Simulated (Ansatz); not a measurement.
ScPd3C (anti-perovskite, Pm-3m) under volume change, the program Ansatz at the PBEsol level (PAW), scaled uniformly.

```json
[
 {"V (Å³/atom)": "12.986", "E − E(relaxed) (meV/atom)": "81.1", "P (GPa)": "22.14"},
 {"V (Å³/atom)": "13.414", "E − E(relaxed) (meV/atom)": "[?]", "P (GPa)": "[?]"},
 {"V (Å³/atom)": "13.842", "E − E(relaxed) (meV/atom)": "[?]", "P (GPa)": "[?]"},
 {"V (Å³/atom)": "14.270", "E − E(relaxed) (meV/atom)": "0.0", "P (GPa)": "-0.01"},
 {"V (Å³/atom)": "14.698", "E − E(relaxed) (meV/atom)": "7.1", "P (GPa)": "-5.19"},
 {"V (Å³/atom)": "15.126", "E − E(relaxed) (meV/atom)": "27.0", "P (GPa)": "-9.53"},
 {"V (Å³/atom)": "15.554", "E − E(relaxed) (meV/atom)": "57.5", "P (GPa)": "-13.18"}
]
```

Problem. Some entries are withheld; supply them.

Solution. 
- 13.414, E − E(relaxed) (meV/atom): 33.9
- 13.414, P (GPa): 13.45
- 13.842, E − E(relaxed) (meV/atom): 8.0
- 13.842, P (GPa): 6.14

Problem. What does a third-order Birch–Murnaghan fit give for V₀, B₀ and B′?

Solution. V₀ = 14.27 Å³/atom, B₀ = 188 GPa, B′ = 4.7.

The start of the workflow was typed in or built on a structure type; neither database checked (COD, Materials Project) lists it. Whether it is the stable phase at ambient conditions was not checked. The PBEsol relaxation kept the symmetry of its start; phonons show weakly imaginary modes. No spin polarisation was allowed.

Potentials: the earlier of the program's two PAW sets. The files were generated under PBE; for other functionals the program regenerates the frozen cores, and for LDA and PBEsol the local potential too.
